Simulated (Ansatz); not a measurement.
Zone-centre phonons of GeSbTe$_{3}$: input and output

All numbers below come from Ansatz 0.2.0, DFT PBEsol, scalar-relativistic, plane waves, PAW.

Launched with:
```bash
ansatz run input.yaml --threads 4 --pin off --max-ram 12288MiB --backend cpu --events-out ev --progress --plain --runs-dir out
```

Input (bare energies are in eV):
```yaml
crystal:
  lattice:
    - [2.0555481374, 1.1867712704, 9.8678111213]
    - [-2.0555481374, 1.1867712704, 9.8678111213]
    - [0.0, -2.3735425409, 9.8678111213]
  atoms:
    - { symbol: Ge, position: [0.5991947678, 0.5991947678, 0.5991947678] }
    - { symbol: Sb, position: [0.3969006867, 0.3969006867, 0.3969006867] }
    - { symbol: Te, position: [0.9973817388, 0.9973817388, 0.9973817388] }
    - { symbol: Te, position: [0.7917110834, 0.7917110834, 0.7917110834] }
    - { symbol: Te, position: [0.2148127233, 0.2148127233, 0.2148127233] }
basis:
  ecutwfc: 420
kpoints:
  mp_grid: { grid: [12, 12, 12] }
hamiltonian:
  xc: pbesol
scf:
  occupations: { method: fermi_dirac, width: 0.15 }
output:
  eigenvalues: true
phonons:
  method: dfpt
  eigenvectors: true
```

Results section of the output:
```
--- Phonons (Γ-DFPT): 10 representative perturbations + reference, on 476 of 1728 k-points (Σ response iterations 35) ---
  k mesh reduced under 2 symmetry operations, with k and −k counted as one. Each operation leaves every solved perturbation unchanged. A smaller set is not used because it would not reduce the number of displacements ...
  ASR residual: 1.879e-4 → 0.000e0 eV/Å²; symmetrization residual: 4.846e-5 eV/Å²
  ASR residual per site (eV/Å²): 1.30e-4 8.50e-5 1.88e-4 1.80e-4 1.64e-4
  Γ frequencies (cm⁻¹): 0.00 0.00 0.00 49.65 49.65 71.00 86.87 86.87 99.21 99.21 102.82 133.49 133.49 156.51 176.61
  non-analytic LO–TO correction: not included (Born effective charges unavailable; polar crystals: no LO–TO splitting at Γ)
```

The run took 51 min on 4 threads of Arm Neoverse V2, with other jobs on the host, peak memory 9.1 GiB.

In a metal, frequencies and elastic constants depend on the k mesh and the smearing, soft modes and shear constants most.